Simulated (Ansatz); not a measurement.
# 6 guesses for Sc₂AlAs₃ and where they end

Theory: Ansatz, DFT PBE, scalar-relativistic, plane waves, PAW. Settings: cutoff 420 eV, Γ-centred meshes spaced at most about 0.3 Å⁻¹, and about 0.25 Å⁻¹ or finer for metals (2π included), Gaussian smearing. Collinear spin in cells that started with moments and kept them past the coarse steps, no spin elsewhere.

Each guess was relaxed in cell and atoms at zero pressure, within the symmetry of its start. All energies are static (0 K, no zero-point motion). Coordination counts As atoms around Al and Sc (those within 1.25 times the shortest such distance or 1.15 times the sum of covalent radii, 1.27 where that leaves under three; a plus sign parts nearer from farther groups; the shortest distance is added where it exceeds 1.18 times the sum of covalent radii).

```csv
guess,made from,start group,V start (Å³/atom),end group,V end (Å³/atom),coordination at the end,gap on mesh (eV),largest moment (μB),E over the lowest end (meV/atom)
1,random cell,P6/mmm,25.0,P6/mmm,21.6,"Sc 2, Al 2",0,-,819
2,NdAl2Pt3 type,P6/mmm,20.5,P6/mmm,21.5,"Sc 6, Al 12 from 3.6 Å",0,-,257
3,random cell,P-6m2,23.0,P-6m2,23.4,"Sc 6, Al 6 from 3.3 Å",0,-,760
4,random cell,P6/mmm,20.6,P6/mmm,20.3,"Sc 5, Al 8",0,0.5,489
5,random cell,P4/mmm,24.2,?,?,?,?,?,?
6,Hf2CuSb3 type,P-4m2,19.2,P-4m2,19.3,"Sc 5+2, Al 4+4",0,-,0
```

Guess 5 as it starts:

```
Sc Al As
1.0
     4.28698    0.00000    0.00000
     0.00000    4.28698    0.00000
     0.00000    0.00000    7.90173
Sc Al As
2 1 3
Direct
  0.50000 0.50000 0.20816
  0.50000 0.50000 0.79184
  0.00000 0.00000 0.00000
  0.50000 0.00000 0.00000
  0.00000 0.50000 0.00000
  0.50000 0.50000 0.50000
```

Q: Predict the end of this guess and its energy over the lowest end.

A: It ends in space group P4/mmm (No. 123), with a = 4.983 Å, c = 7.908 Å, 32.7 Å³/atom and no gap, without spin. It lies 0.54 eV/atom over the lowest end, above guess 4 and below guess 3. Counting As atoms around Al and Sc, this end has Sc 1+4, Al 4 and the lowest (guess 6) has Sc 5+2, Al 4+4.

```yaml
crystal:
  lattice:
    - [4.98317, 0.00000, 0.00000]
    - [0.00000, 4.98317, 0.00000]
    - [0.00000, 0.00000, 7.90763]
  atoms:
    - { symbol: Sc, position: [0.50000, 0.50000, 0.18782] }
    - { symbol: Sc, position: [0.50000, 0.50000, 0.81218] }
    - { symbol: Al, position: [0.00000, 0.00000, 0.00000] }
    - { symbol: As, position: [0.50000, 0.00000, 0.00000] }
    - { symbol: As, position: [0.00000, 0.50000, 0.00000] }
    - { symbol: As, position: [0.50000, 0.50000, 0.50000] }
```

Formation energies are uncorrected and refer to the elements' standard structures at the same level.

Q: Is the lowest end bound against the elements?

A: Yes: its formation energy is −0.77 eV/atom. It lies below the elements, which doesn't yet make it stable against other compounds or structures.

The reference form of As is held partly by dispersion forces, which this level lacks. Another magnetic order may lie lower. Cells relaxed within their symmetry can be saddle points. A lower structure may well exist outside this small set. Some candidate types were left out of the draw beforehand, so a known form may be missing.
